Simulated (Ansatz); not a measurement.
Consider the following.

SnMo$_{3}$N:
```
SnMo3N
1.0
    4.13777     0.00000     0.00000
    0.00000     4.13777     0.00000
    0.00000     0.00000     4.13777
Sn Mo N
1 3 1
Direct
  0.00000   0.00000   0.00000
  0.00000   0.50000   0.50000
  0.50000   0.00000   0.50000
  0.50000   0.50000   0.00000
  0.50000   0.50000   0.50000
```

This is the PBEsol-relaxed structure.

Q: All from the program Ansatz at the PBEsol level (PAW), unless another level is named. Estimate the electronic character.

A: metallic (no gap).

Q: What about the formation energy from the elements (no fitted shifts)?

A: -18 kJ/mol of atoms.

Q: Give the density of states at the Fermi level.

A: 0.55 states/eV per atom (mean over ±0.08 eV).

Q: Next, the gap with spin–orbit coupling?

A: none (metallic).

Space group Pm-3m (anti-perovskite). The start of the workflow was typed in or built on a structure type; neither database checked (COD, Materials Project) lists it. Its standing as an ambient phase is unchecked. The PBEsol relaxation kept the symmetry of its start. At this level the phase is dynamically unstable (imaginary phonons). The workflow began spin-polarised and lost its moments. The references are the lowest solids computed at this level, not always the standard phases (solids in place of the gases). Scalar-relativistic: spin–orbit coupling is off unless named, which matters more the heavier the elements.

Potentials: the earlier of the program's two PAW sets. The files were generated under PBE; for other functionals the program regenerates the frozen cores, and for LDA and PBEsol the local potential too.
